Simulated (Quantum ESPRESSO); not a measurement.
# Si2PBC4: input and log of a self-consistent run

Simulated, not a measurement. The program is pw.x of Quantum ESPRESSO 7.5 (plane-wave density functional theory). The cell is made up: 8 atoms on a zincblende/diamond lattice, with randomly drawn elements, strain and displacements, not relaxed. PseudoDojo standard norm-conserving files (v0.5 for PBE, v0.4.1 for LDA and PBEsol) set the functional; there is no spin polarisation, spin-orbit coupling or dispersion term, and the masses in the input are unused placeholders.

Input:

```
&control calculation='scf', pseudo_dir='./dojo.nc.sr.pbe.v0_5.standard.upf', outdir='./o', disk_io='medium', tprnfor=.true., tstress=.true. /
&system ibrav=0, nat=8, ntyp=4, nbnd=22, ecutwfc=99.00267394, nosym=.true., tot_charge=0,
 occupations='smearing', smearing='fd', degauss=0.0018374661
/
&electrons conv_thr=7.350e-09, electron_maxstep=60, /
ATOMIC_SPECIES
B 1.0 B.upf
C 1.0 C.upf
P 1.0 P.upf
Si 1.0 Si.upf
CELL_PARAMETERS angstrom
4.5014 0.0065 0.0025
0.0065 4.4443 0.0506
0.0025 0.0506 4.433
ATOMIC_POSITIONS angstrom
Si 0.0322 0.0428 0.038
P -0.0226 2.2753 2.216
B 2.3098 0.0115 2.2392
Si 2.2552 2.1869 0.0073
C 1.169 1.0744 1.0265
C 1.0863 3.4645 3.4041
C 3.3205 1.1457 3.3688
C 3.3492 3.4172 1.1237
K_POINTS automatic
6 6 6 1 1 1
```

The log is shortened where brackets say so; the opening notice, blank lines, dates and the lines on written files are dropped, and the path of the files is cut. It prints rydbergs, bohrs and kilobars, and counts compression as positive stress.

```
     Program PWSCF v.7.5
     Parallel version (MPI & OpenMP), running on       1 processor cores
     Number of MPI processes:                 1
     Threads/MPI process:                     1
     [start-up lines left out]
     bravais-lattice index     =            0
     lattice parameter (alat)  =       8.5064  a.u.
     unit-cell volume          =     598.3948 (a.u.)^3
     number of atoms/cell      =            8
     number of atomic types    =            4
     number of electrons       =        32.00
     number of Kohn-Sham states=           22
     kinetic-energy cutoff     =      99.0027  Ry
     charge density cutoff     =     396.0107  Ry
     scf convergence threshold =      7.3E-09
     mixing beta               =       0.7000
     number of iterations used =            8  plain     mixing
     Exchange-correlation= PBE
                           (   1   4   3   4   0   0   0)
     [axes and pseudopotential details left out]
   Cartesian axes
     site n.     atom                  positions (alat units)
         1        Si     tau(   1) = (   0.0071533   0.0095081   0.0084418  )
         2        P      tau(   2) = (  -0.0050207   0.5054644   0.4922907  )
         3        B      tau(   3) = (   0.5131286   0.0025548   0.4974446  )
         4        Si     tau(   4) = (   0.5009991   0.4858261   0.0016217  )
         5        C      tau(   5) = (   0.2596967   0.2386810   0.2280399  )
         6        C      tau(   6) = (   0.2413246   0.7696485   0.7562305  )
         7        C      tau(   7) = (   0.7376585   0.2545205   0.7483885  )
         8        C      tau(   8) = (   0.7440343   0.7591407   0.2496331  )
     number of k points=   108  Fermi-Dirac smearing, width (Ry)=  0.0018
     Number of k-points >= 100: set verbosity='high' to print them.
     Dense  grid:    79611 G-vectors     FFT dimensions: (  54,  54,  54)
     Estimated max dynamical RAM per process >      88.70 MB
     Initial potential from superposition of free atoms
     starting charge      31.9982, renormalised to      32.0000
     Starting wfcs are   32 randomized atomic wfcs
     total cpu time spent up to now is       18.2 secs
     per-process dynamical memory:    70.0 Mb
     Self-consistent Calculation
     iteration #  1     ecut=    99.00 Ry     beta= 0.70
     Davidson diagonalization with overlap
     ethr =  1.00E-02,  avg # of iterations =  3.1
     total cpu time spent up to now is       49.6 secs
     total energy              =     -84.19278390 Ry
     estimated scf accuracy    <       1.28686422 Ry
     iteration #  2     ecut=    99.00 Ry     beta= 0.70
     Davidson diagonalization with overlap
     ethr =  4.02E-03,  avg # of iterations =  2.0
     total cpu time spent up to now is       80.5 secs
     total energy              =     -84.54207297 Ry
     estimated scf accuracy    <       0.89712236 Ry
     iteration #  3     ecut=    99.00 Ry     beta= 0.70
     Davidson diagonalization with overlap
     ethr =  2.80E-03,  avg # of iterations =  2.0
     total cpu time spent up to now is      107.5 secs
     total energy              =     -84.68537058 Ry
     estimated scf accuracy    <       0.03215117 Ry
     iteration #  4     ecut=    99.00 Ry     beta= 0.70
     Davidson diagonalization with overlap
     ethr =  1.00E-04,  avg # of iterations =  7.0
     total cpu time spent up to now is      150.7 secs
     total energy              =     -84.70096482 Ry
     estimated scf accuracy    <       0.00461825 Ry
     iteration #  5     ecut=    99.00 Ry     beta= 0.70
     Davidson diagonalization with overlap
     ethr =  1.44E-05,  avg # of iterations =  7.1
     total cpu time spent up to now is      190.7 secs
     total energy              =     -84.70150174 Ry
     estimated scf accuracy    <       0.00157080 Ry
     [iterations 6 to 8 left out]
     iteration #  9     ecut=    99.00 Ry     beta= 0.70
     Davidson diagonalization with overlap
     ethr =  1.33E-08,  avg # of iterations =  2.0
     total cpu time spent up to now is      334.7 secs
     total energy              =     -84.70163189 Ry
     estimated scf accuracy    <       0.00000122 Ry
     iteration # 10     ecut=    99.00 Ry     beta= 0.70
     Davidson diagonalization with overlap
     ethr =  3.81E-09,  avg # of iterations =  3.1
     total cpu time spent up to now is      366.0 secs
     total energy              =     -84.70163231 Ry
     estimated scf accuracy    <       0.00000003 Ry
     iteration # 11     ecut=    99.00 Ry     beta= 0.70
     Davidson diagonalization with overlap
     ethr =  9.91E-11,  avg # of iterations =  4.5
     total cpu time spent up to now is      405.5 secs
     total energy              =     -84.70163232 Ry
     estimated scf accuracy    <       0.00000005 Ry
     iteration # 12     ecut=    99.00 Ry     beta= 0.70
     Davidson diagonalization with overlap
     ethr =  9.91E-11,  avg # of iterations =  1.5
     total cpu time spent up to now is      433.5 secs
     total energy              =     -84.70163231 Ry
     estimated scf accuracy    <       0.00000001 Ry
     iteration # 13     ecut=    99.00 Ry     beta= 0.70
     Davidson diagonalization with overlap
     ethr =  4.64E-11,  avg # of iterations =  2.3
     total cpu time spent up to now is      464.0 secs
     End of self-consistent calculation
     [lines on levels left out]
!    total energy              =     -84.70163232 Ry
     estimated scf accuracy    <          2.5E-10 Ry
     smearing contrib. (-TS)   =      -0.00000000 Ry
     internal energy E=F+TS    =     -84.70163232 Ry
     The total energy is F=E-TS. E is the sum of the following terms:
     one-electron contribution =      17.95243267 Ry
     hartree contribution      =       9.28291310 Ry
     xc contribution           =     -29.46244078 Ry
     ewald contribution        =     -82.47453731 Ry
     convergence has been achieved in  13 iterations
     Forces acting on atoms (cartesian axes, Ry/au):
     atom    1 type  4   force =    -0.05370827   -0.02119643   -0.03849374
     atom    2 type  3   force =     0.00231719    0.00865975    0.01715586
     atom    3 type  1   force =    -0.03221277    0.00778347   -0.00732630
     atom    4 type  4   force =    -0.01802613    0.07451916   -0.00273982
     atom    5 type  2   force =     0.01654904    0.02388543    0.13346566
     atom    6 type  2   force =     0.06700260   -0.04890706   -0.08636642
     atom    7 type  2   force =     0.02981416   -0.02200610   -0.09095749
     atom    8 type  2   force =    -0.01173583   -0.02273822    0.07526225
     Total force =     0.247369     Total SCF correction =     0.000014
     Computing stress (Cartesian axis) and pressure
          total   stress  (Ry/bohr**3)                   (kbar)     P=     -242.61
  -0.00173792  -0.00000769  -0.00006288         -255.66       -1.13       -9.25
  -0.00000769  -0.00152727  -0.00025172           -1.13     -224.67      -37.03
  -0.00006288  -0.00025172  -0.00168254           -9.25      -37.03     -247.51
     init_run     :     16.33s CPU     18.10s WALL (       1 calls)
     electrons    :    405.13s CPU    445.75s WALL (       1 calls)
     forces       :      5.13s CPU      5.20s WALL (       1 calls)
     stress       :     25.25s CPU     25.40s WALL (       1 calls)
     [timing details left out]
     PWSCF        :   7m32.13s CPU   8m15.05s WALL
     JOB DONE.
```

In other units: free energy -1152.424 eV for the cell, pressure -24.26 GPa, largest force component 3.432 eV/Å. This run is the check on a run of the same cell at 1116 eV and a 4 x 4 x 4 mesh: rerunning at 1347 eV and a 6 x 6 x 6 mesh moved values by no more than 0.006 eV in energy, 0.07 GPa in stress and 0.003 eV/Å in force.